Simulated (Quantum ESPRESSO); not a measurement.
# Computed records: Zn3Se2ClF (made-up cell, one site empty)

Calculation on a made-up crystal cell, not a measurement, run twice, once with a planted mistake found by running each candidate: periodic Kohn-Sham density functional theory in plane waves with PseudoDojo standard norm-conserving scalar-relativistic pseudopotentials, each functional with its own files (v0.5 for PBE, v0.4.1 for LDA and PBEsol), no spin polarisation, no spin-orbit coupling, atoms not relaxed, stress positive in tension, energies less a fixed whole-eV offset for each atom's element; levels are Kohn-Sham levels at fractions of this cell's reciprocal vectors, counted from the reference band (half the neutral cell's valence electrons, rounded up) at Gamma; error bars cover cutoff and k-mesh only, not smearing or the files; each bar is the largest change over components, and at least 0.002 eV, 0.002 eV per angstrom or 0.02 GPa; a charged cell sits in a uniform background, with energy and stress on this program's zero of potential; energies are for the whole cell, and the offsets were chosen from early runs and are not element reference energies; a distance is the largest change of any value in units of its error bar (the energy's for the smearing term), a scale change is of lengths, and a coarse mesh keeps the half-step shift. Program: Quantum ESPRESSO 7.5.

Common to all runs: lattice type zincblende/diamond; empty site 1; intended functional pbe; intended cutoff 1170 eV; intended fermi dirac smearing 0.025 eV; intended scf tolerance 1e-07 eV; intended electrons removed 0; healthy free energy less offsets 3.756 eV; healthy scf iterations 10; healthy smearing term minus ts 0 eV; healthy pressure 12.26 GPa; healthy stress xx -13.6 GPa; healthy stress yy -9.62 GPa; healthy stress zz -13.56 GPa; healthy stress yz 1.8 GPa; healthy stress xz 1.87 GPa; healthy stress xy -2.33 GPa; healthy reference band 53; faulty reference band 53; candidate k points along each vector 1; candidate cutoff 815 eV; candidate smearing 0.84 eV; candidate functional lda; candidate scf tolerance 0.2 eV; candidate electrons removed -1; candidate scale change 0.59 percent; candidate first exchanged site 7; candidate second exchanged site 8; intended k mesh 4 x 4 x 4, shifted by half a step; structure shown as intended, without the mistake.

(1) Zn3Se2ClF (made-up cell, one site empty)

Intended structure:
```
Zn3Se2ClF
1.0
      5.1788     0.0000     0.0000
      0.0000     5.1788     0.0000
      0.0000     0.0000     5.1788
Zn Se Cl Se F
3 1 1 1 1
Direct
  -0.01491 0.49392 0.49156
  0.50247 0.00039 0.50517
  0.49844 0.51371 0.00541
  0.23803 0.25884 0.24289
  0.25402 0.74679 0.76014
  0.75168 0.24660 0.74409
  0.74062 0.74689 0.25537
```

* faulty free energy less offsets: 7.212 eV
* faulty scf iterations: 10
* faulty smearing term minus ts: 0 eV
* faulty pressure: 18.78 GPa
* faulty stress xx: -21.07 GPa
* faulty stress yy: -13.92 GPa
* faulty stress zz: -21.35 GPa
* faulty stress yz: 1.81 GPa
* faulty stress xz: 1.99 GPa
* faulty stress xy: -2.32 GPa
* fault kind: coarse kmesh
* other mistakes compared: 7
* distance from healthy: 1370 error bars
* distance from nearest other mistake: 1258 error bars
* healthy error bar energy: 0.002523 eV
* healthy error bar stress: 0.02 GPa
* healthy error bar force: 0.002 eV/Å
* healthy error bar next band up: 0.002 eV

Atoms:
```tsv
atoms element	atom site	atom energy offset (eV)
Zn	2	-5687
Zn	3	-5687
Zn	4	-5687
Se	5	-3300
Cl	6	-449
Se	7	-3300
F	8	-677
```

Healthy forces:
```tsv
site	x (eV/Å)	y (eV/Å)	z (eV/Å)
2	-0.389	1.432	-0.565
3	-0.346	-0.473	-1.477
4	1.423	-0.255	0.726
5	-0.157	-1.527	-1.223
6	-1.097	1.218	-0.315
7	0.978	-0.28	2.482
8	-0.412	-0.116	0.373
```

Healthy levels:
```tsv
level k point	next band up (eV)
Gamma	0.943
(1/2,1/2,1/2)	1.499
(0.15,0,0)	1.282
(0,0.15,0)	1.425
(0,0,0.15)	1.28
```

Faulty forces:
```tsv
site	x (eV/Å)	y (eV/Å)	z (eV/Å)
2	-0.499	1.418	-0.71
3	-0.243	-0.494	-1.499
4	1.414	-0.162	0.811
5	0.065	-1.032	-0.96
6	-0.921	1.133	0.11
7	0.671	-0.681	1.929
8	-0.487	-0.183	0.319
```

Faulty levels:
```tsv
level k point	next band up (eV)
Gamma	0.785
(1/2,1/2,1/2)	1.34
(0.15,0,0)	1.134
(0,0.15,0)	1.283
(0,0,0.15)	1.132
```

Candidate mistake: coarse kmesh, low cutoff, wide smearing, wrong functional, loose scf, wrong charge, cell scaled, atoms exchanged

(2) Zn3Se2ClF (made-up cell, one site empty)

Structure as in entry 1.

* faulty free energy less offsets: 9.601 eV
* faulty scf iterations: 10
* faulty smearing term minus ts: 0 eV
* faulty pressure: -53.57 GPa
* faulty stress xx: 52.25 GPa
* faulty stress yy: 56.16 GPa
* faulty stress zz: 52.29 GPa
* faulty stress yz: 1.77 GPa
* faulty stress xz: 1.93 GPa
* faulty stress xy: -2.38 GPa
* fault kind: low cutoff
* other mistakes compared: 7
* distance from healthy: 3293 error bars
* distance from nearest other mistake: 3041 error bars
* healthy error bar energy: 0.002523 eV
* healthy error bar stress: 0.02 GPa
* healthy error bar force: 0.002 eV/Å
* healthy error bar next band up: 0.002 eV

Atoms:
```tsv
atoms element	atom site	atom energy offset (eV)
Zn	2	-5687
Zn	3	-5687
Zn	4	-5687
Se	5	-3300
Cl	6	-449
Se	7	-3300
F	8	-677
```

Healthy forces:
```tsv
site	x (eV/Å)	y (eV/Å)	z (eV/Å)
2	-0.389	1.432	-0.565
3	-0.346	-0.473	-1.477
4	1.423	-0.255	0.726
5	-0.157	-1.527	-1.223
6	-1.097	1.218	-0.315
7	0.978	-0.28	2.482
8	-0.412	-0.116	0.373
```

Healthy levels:
```tsv
level k point	next band up (eV)
Gamma	0.943
(1/2,1/2,1/2)	1.499
(0.15,0,0)	1.282
(0,0.15,0)	1.425
(0,0,0.15)	1.28
```

Faulty forces:
```tsv
site	x (eV/Å)	y (eV/Å)	z (eV/Å)
2	-0.389	1.412	-0.58
3	-0.334	-0.456	-1.47
4	1.416	-0.274	0.751
5	-0.146	-1.497	-1.224
6	-1.094	1.22	-0.314
7	0.97	-0.273	2.462
8	-0.422	-0.132	0.375
```

Faulty levels:
```tsv
level k point	next band up (eV)
Gamma	0.944
(1/2,1/2,1/2)	1.499
(0.15,0,0)	1.284
(0,0.15,0)	1.426
(0,0,0.15)	1.282
```

Candidate mistake: coarse kmesh, low cutoff, wide smearing, wrong functional, loose scf, wrong charge, cell scaled, atoms exchanged

(3) Zn3Se2ClF (made-up cell, one site empty)

Structure as in entry 1.

- faulty free energy less offsets: 2.834 eV
- faulty scf iterations: 11
- faulty smearing term minus ts: -2.913 eV
- faulty pressure: 13.48 GPa
- faulty stress xx: -14.2 GPa
- faulty stress yy: -12.12 GPa
- faulty stress zz: -14.12 GPa
- faulty stress yz: 1.82 GPa
- faulty stress xz: 2.39 GPa
- faulty stress xy: -2.36 GPa
- fault kind: wide smearing
- other mistakes compared: 7
- distance from healthy: 1155 error bars
- distance from nearest other mistake: 1155 error bars
- healthy error bar energy: 0.002523 eV
- healthy error bar stress: 0.02 GPa
- healthy error bar force: 0.002 eV/Å
- healthy error bar next band up: 0.002 eV

Atoms:
```tsv
atoms element	atom site	atom energy offset (eV)
Zn	2	-5687
Zn	3	-5687
Zn	4	-5687
Se	5	-3300
Cl	6	-449
Se	7	-3300
F	8	-677
```

Healthy forces:
```tsv
site	x (eV/Å)	y (eV/Å)	z (eV/Å)
2	-0.389	1.432	-0.565
3	-0.346	-0.473	-1.477
4	1.423	-0.255	0.726
5	-0.157	-1.527	-1.223
6	-1.097	1.218	-0.315
7	0.978	-0.28	2.482
8	-0.412	-0.116	0.373
```

Healthy levels:
```tsv
level k point	next band up (eV)
Gamma	0.943
(1/2,1/2,1/2)	1.499
(0.15,0,0)	1.282
(0,0.15,0)	1.425
(0,0,0.15)	1.28
```

Faulty forces:
```tsv
site	x (eV/Å)	y (eV/Å)	z (eV/Å)
2	-0.48	1.93	-0.633
3	-0.208	-0.923	-1.567
4	1.552	0.212	0.793
5	-0.193	-1.714	-1.105
6	-1.218	1.085	-0.207
7	0.845	-0.452	2.465
8	-0.298	-0.138	0.254
```

Faulty levels:
```tsv
level k point	next band up (eV)
Gamma	1.223
(1/2,1/2,1/2)	1.791
(0.15,0,0)	1.561
(0,0.15,0)	1.691
(0,0,0.15)	1.56
```

Candidate mistake: coarse kmesh, low cutoff, wide smearing, wrong functional, loose scf, wrong charge, cell scaled, atoms exchanged

(4) Zn3Se2ClF (made-up cell, one site empty)

Structure as in entry 1.

- faulty free energy less offsets: 13.984 eV
- faulty scf iterations: 11
- faulty smearing term minus ts: -0.004 eV
- faulty pressure: 30.22 GPa
- faulty stress xx: -31.21 GPa
- faulty stress yy: -28.27 GPa
- faulty stress zz: -31.19 GPa
- faulty stress yz: 1.68 GPa
- faulty stress xz: 1.27 GPa
- faulty stress xy: -2.26 GPa
- fault kind: wrong charge
- other mistakes compared: 7
- distance from healthy: 4054 error bars
- distance from nearest other mistake: 1827 error bars
- healthy error bar energy: 0.002523 eV
- healthy error bar stress: 0.02 GPa
- healthy error bar force: 0.002 eV/Å
- healthy error bar next band up: 0.002 eV

Atoms:
```tsv
atoms element	atom site	atom energy offset (eV)
Zn	2	-5687
Zn	3	-5687
Zn	4	-5687
Se	5	-3300
Cl	6	-449
Se	7	-3300
F	8	-677
```

Healthy forces:
```tsv
site	x (eV/Å)	y (eV/Å)	z (eV/Å)
2	-0.389	1.432	-0.565
3	-0.346	-0.473	-1.477
4	1.423	-0.255	0.726
5	-0.157	-1.527	-1.223
6	-1.097	1.218	-0.315
7	0.978	-0.28	2.482
8	-0.412	-0.116	0.373
```

Healthy levels:
```tsv
level k point	next band up (eV)
Gamma	0.943
(1/2,1/2,1/2)	1.499
(0.15,0,0)	1.282
(0,0.15,0)	1.425
(0,0,0.15)	1.28
```

Faulty forces:
```tsv
site	x (eV/Å)	y (eV/Å)	z (eV/Å)
2	-0.564	2.096	-0.718
3	-0.056	-0.954	-1.732
4	1.698	0.32	0.87
5	-0.26	-1.797	-0.95
6	-1.43	0.96	-0.057
7	0.723	-0.532	2.57
8	-0.111	-0.094	0.018
```

Faulty levels:
```tsv
level k point	next band up (eV)
Gamma	1.067
(1/2,1/2,1/2)	1.656
(0.15,0,0)	1.415
(0,0.15,0)	1.554
(0,0,0.15)	1.414
```

Candidate mistake: coarse kmesh, low cutoff, wide smearing, wrong functional, loose scf, wrong charge, cell scaled, atoms exchanged

(5) Zn3Se2ClF (made-up cell, one site empty)

Structure as in entry 1.

- faulty free energy less offsets: 3.58 eV
- faulty scf iterations: 10
- faulty smearing term minus ts: 0 eV
- faulty pressure: 10.59 GPa
- faulty stress xx: -11.88 GPa
- faulty stress yy: -8.06 GPa
- faulty stress zz: -11.84 GPa
- faulty stress yz: 1.68 GPa
- faulty stress xz: 1.67 GPa
- faulty stress xy: -2.19 GPa
- fault kind: cell scaled
- other mistakes compared: 7
- distance from healthy: 86.23 error bars
- distance from nearest other mistake: 174.2 error bars
- healthy error bar energy: 0.002523 eV
- healthy error bar stress: 0.02 GPa
- healthy error bar force: 0.002 eV/Å
- healthy error bar next band up: 0.002 eV

Atoms:
```tsv
atoms element	atom site	atom energy offset (eV)
Zn	2	-5687
Zn	3	-5687
Zn	4	-5687
Se	5	-3300
Cl	6	-449
Se	7	-3300
F	8	-677
```

Healthy forces:
```tsv
site	x (eV/Å)	y (eV/Å)	z (eV/Å)
2	-0.389	1.432	-0.565
3	-0.346	-0.473	-1.477
4	1.423	-0.255	0.726
5	-0.157	-1.527	-1.223
6	-1.097	1.218	-0.315
7	0.978	-0.28	2.482
8	-0.412	-0.116	0.373
```

Healthy levels:
```tsv
level k point	next band up (eV)
Gamma	0.943
(1/2,1/2,1/2)	1.499
(0.15,0,0)	1.282
(0,0.15,0)	1.425
(0,0,0.15)	1.28
```

Faulty forces:
```tsv
site	x (eV/Å)	y (eV/Å)	z (eV/Å)
2	-0.373	1.287	-0.548
3	-0.328	-0.38	-1.401
4	1.339	-0.3	0.691
5	-0.112	-1.392	-1.133
6	-0.992	1.144	-0.326
7	0.904	-0.21	2.325
8	-0.437	-0.149	0.392
```

Faulty levels:
```tsv
level k point	next band up (eV)
Gamma	0.934
(1/2,1/2,1/2)	1.504
(0.15,0,0)	1.274
(0,0.15,0)	1.411
(0,0,0.15)	1.273
```

Candidate mistake: coarse kmesh, low cutoff, wide smearing, wrong functional, loose scf, wrong charge, cell scaled, atoms exchanged

(6) Zn3Se2ClF (made-up cell, one site empty)

Structure as in entry 1.

- faulty free energy less offsets: 4.04 eV
- faulty scf iterations: 10
- faulty smearing term minus ts: 0 eV
- faulty pressure: 13.32 GPa
- faulty stress xx: -14.67 GPa
- faulty stress yy: -14.38 GPa
- faulty stress zz: -10.92 GPa
- faulty stress yz: 0.34 GPa
- faulty stress xz: -1.38 GPa
- faulty stress xy: 2.26 GPa
- fault kind: atoms exchanged
- other mistakes compared: 7
- distance from healthy: 1363 error bars
- distance from nearest other mistake: 1258 error bars
- healthy error bar energy: 0.002523 eV
- healthy error bar stress: 0.02 GPa
- healthy error bar force: 0.002 eV/Å
- healthy error bar next band up: 0.002 eV

Atoms:
```tsv
atoms element	atom site	atom energy offset (eV)
Zn	2	-5687
Zn	3	-5687
Zn	4	-5687
Se	5	-3300
Cl	6	-449
Se	7	-3300
F	8	-677
```

Healthy forces:
```tsv
site	x (eV/Å)	y (eV/Å)	z (eV/Å)
2	-0.389	1.432	-0.565
3	-0.346	-0.473	-1.477
4	1.423	-0.255	0.726
5	-0.157	-1.527	-1.223
6	-1.097	1.218	-0.315
7	0.978	-0.28	2.482
8	-0.412	-0.116	0.373
```

Healthy levels:
```tsv
level k point	next band up (eV)
Gamma	0.943
(1/2,1/2,1/2)	1.499
(0.15,0,0)	1.282
(0,0.15,0)	1.425
(0,0,0.15)	1.28
```

Faulty forces:
```tsv
site	x (eV/Å)	y (eV/Å)	z (eV/Å)
2	-0.364	-0.68	1.588
3	-0.092	1.557	0.421
4	0.339	-1.634	-0.802
5	-0.22	-2.495	-0.446
6	-1.165	0.75	0.044
7	-0.512	0.443	-0.244
8	2.014	2.06	-0.561
```

Faulty levels:
```tsv
level k point	next band up (eV)
Gamma	1.023
(1/2,1/2,1/2)	1.515
(0.15,0,0)	1.348
(0,0.15,0)	1.344
(0,0,0.15)	1.482
```

Candidate mistake: coarse kmesh, low cutoff, wide smearing, wrong functional, loose scf, wrong charge, cell scaled, atoms exchanged
